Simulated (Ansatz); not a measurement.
Consider the following.

K2NaRhF6 (space group Fm-3m)

```cif
data_F24K8Na4Rh4
_chemical_formula_sum 'K8 Na4 Rh4 F24'
_space_group_name_H-M_alt 'Fm-3m'
_space_group_IT_number 225
_space_group_name_Hall '-F 4 2 3'
_cell_length_a 8.35042
_cell_length_b 8.35042
_cell_length_c 8.35042
_cell_angle_alpha 90.000
_cell_angle_beta 90.000
_cell_angle_gamma 90.000
loop_
_atom_site_label
_atom_site_type_symbol
_atom_site_symmetry_multiplicity
_atom_site_Wyckoff_symbol
_atom_site_fract_x
_atom_site_fract_y
_atom_site_fract_z
_atom_site_occupancy
K1 K 8 c 0.25000 0.25000 0.25000 1
Na1 Na 4 b 0.50000 0.50000 0.50000 1
Rh1 Rh 4 a 0.00000 0.00000 0.00000 1
F1 F 24 e 0.00000 0.00000 0.23613 1
```
(The calculation used a cell of 10 atoms; values per cell refer to that cell.)

E(V) scan at fixed shape, V₀ the volume above. The atoms relax within the cell's symmetry.

Calculation: PBEsol (plane waves to 420 eV, PAW, scalar-relativistic; Ansatz, an electronic-structure program). k mesh 7×7×7 (Γ-centred), Fermi-Dirac smearing 0.05 eV. Energies are smeared free energies. Compression counts positive. K2NaRhF6 is run without spin polarisation and with no Hubbard U. K2NaRhF6 was relaxed with its symmetry unable to fall. The zero of ΔE is the relaxed starting cell.

The scan covers V/V₀ from 0.900 to 1.100 in 13 points.

**Question.** What is ΔE at V/V₀ = 1.100?

**Answer.** 17.1 meV/atom.

**Question.** What is ΔE at V/V₀ = 0.900?

**Answer.** 26.6 meV/atom.

**Question.** What pressure does the cell carry at V/V₀ = 0.900?

**Answer.** 6.58 GPa.

(A scan under strain: stresses follow from slopes of the energy per volume, elastic moduli from its curvatures.)
